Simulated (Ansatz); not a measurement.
An elastic tensor (GPa, Voigt order, standard axes) from plane-wave PAW LDA (Ansatz code):

```tsv
	1	2	3	4	5	6
1	66.0	36.6	36.6	0.0	0.0	0.0
2	36.6	66.0	36.6	0.0	0.0	0.0
3	36.6	36.6	66.0	0.0	0.0	0.0
4	0.0	0.0	0.0	29.1	0.0	0.0
5	0.0	0.0	0.0	0.0	29.1	0.0
6	0.0	0.0	0.0	0.0	0.0	29.1
```

**Question.** Which compound is it?
A) BP, zinc blende
B) AlAs, zinc blende
C) InSb, zinc blende
D) BeS, zinc blende

**Answer.** C, InSb, zinc blende

Space group F-43m (zinc blende). Symmetry was held in the LDA relaxation. As this level gives no gap, shear constants depend on the k-mesh and smearing (Fermi–Dirac, 0.1 eV here). Scalar-relativistic: spin–orbit coupling is off unless named, which matters more the heavier the elements.

Potentials: the earlier of the program's two PAW sets. The files were generated under PBE; for other functionals the program regenerates the frozen cores, and for LDA and PBEsol the local potential too.
